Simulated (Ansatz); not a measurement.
Given:

InAgTe2 (chalcopyrite)

```xyz
8
Lattice="-3.2844 3.2844 6.5016 3.2844 -3.2844 6.5016 3.2844 3.2844 -6.5016" Properties=species:S:1:pos:R:3 pbc="T T T"
Ag     0.0000     3.2844     3.2508
Ag     0.0000     0.0000     0.0000
In     3.2844     0.0000     3.2508
In     0.0000     0.0000     6.5016
Te     1.6422     1.6055    -1.6254
Te     1.6422     1.6789     4.8762
Te     1.6789    -1.6422     8.1269
Te     1.6055     4.9266     1.6254
```

This relaxed cell (volume V₀) is scaled evenly in all directions, its shape held. The atoms relax within the cell's symmetry.

Level of theory: PBE (plane waves to 420 eV, PAW, scalar-relativistic; Ansatz, an electronic-structure program). k mesh 7×7×7 (Γ-centred), Fermi-Dirac smearing 0.05 eV. E stands for the smeared free energy. Compression counts positive. With the shape held, the modulus is that of even scaling; a crystal free to change shape is softer. InAgTe2 was relaxed with its symmetry unable to fall. Spin-orbit coupling is left out, though Te is heavy. ΔE is measured from the relaxed starting cell.

The scan covers V/V₀ from 0.840 to 1.160 in 13 points.

Question: What is ΔE at V/V₀ = 1.160?

Answer: 75.8 meV/atom.

Question: What pressure does the cell carry at V/V₀ = 0.840?

Answer: 9.94 GPa.

Question: What is ΔE at V/V₀ = 0.840?

Answer: 145.9 meV/atom.

(Under strain, the slope of the energy per volume gives the stress and its curvature an elastic modulus.)
